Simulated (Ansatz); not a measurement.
Input:

PtW:
```
CELL_PARAMETERS angstrom
      1.35731    -5.31116     0.00000
      1.35731     5.31116     0.00000
      0.00000     0.00000     4.35833
ATOMIC_POSITIONS crystal
  W  0.67047 0.32953 0.25000
  Pt 0.92769 0.07231 0.25000
  W  0.32953 0.67047 0.75000
  Pt 0.07231 0.92769 0.75000
```

This is the PBE-relaxed structure.

**Question.** All from DFT-PBE in the program Ansatz with PAW potentials, unless another level is named. Predict the density of states at the Fermi level.

**Answer.** 0.57 states/eV per atom (mean over ±0.08 eV).

**Question.** Give the formation energy from the elements (no fitted shifts).

**Answer.** -0.17 eV/atom.

Space group Cmcm. The start of the workflow was typed in or built on a structure type; neither database checked (COD, Materials Project) lists it. Its standing as an ambient phase is unchecked. The cell was relaxed with PBE under the symmetry of its start; whether a distortion lowers the energy is not shown. The run is not spin-polarised. The references are the lowest solids computed at this level, not always the standard phases. Spin–orbit coupling is left out wherever it is not named.

Potentials: the later of the program's two PAW sets.
